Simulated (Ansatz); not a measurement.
Hill shear modulus from LDA minus that from PBEsol (% of the latter), each on its own relaxed cell (Ansatz, a first-principles code, plane waves, PAW; no spin–orbit coupling, no Hubbard U), over 30 phases of the class «halides»: what sign and size do you expect?

Mean 14 %, median 16 %, mean absolute 14 %; eight in ten lie between 7 and 19 %, and 97 % are above zero.

Some cases that may be named, with their rank among the 30 from the lowest: CsPbCl3, cubic perovskite 7 % (rank 4); CsPbBr3, cubic perovskite 8 % (rank 5); KMgF3, cubic perovskite 15 % (rank 13); NaCl, rock salt 17 % (rank 19); NaF, rock salt 18 % (rank 26); Cs2AgBiBr6, Fm-3m (Bi on 4a, Ag on 4b, Cs on 8c, Br on 24e) 19 % (rank 28).

The phases are those computed here (of each formula those with measured values and the lowest at some level), not a balanced benchmark, and neither functional is the truth. Pairs that end in unlike spin orders or unlike minima (c/a over 6 % apart, 30 % for weakly bound crystals), magnets with 4f shells, solids of gases and phases set aside for tests are left out, and so are metals.

Not the usual ambient phase: CsPbCl3, cubic perovskite; CsPbBr3, cubic perovskite. Unstable at this level: CsPbCl3, cubic perovskite with LDA. All cells were relaxed under the symmetry of their starts (and spin orders); stability against distortions was not tested throughout. Named crystals with no word on spin ran without spin polarisation. Spin–orbit coupling is left out wherever it is not named.

Potentials: the later of the program's two PAW sets.

Ansatz is a plane-wave DFT program.
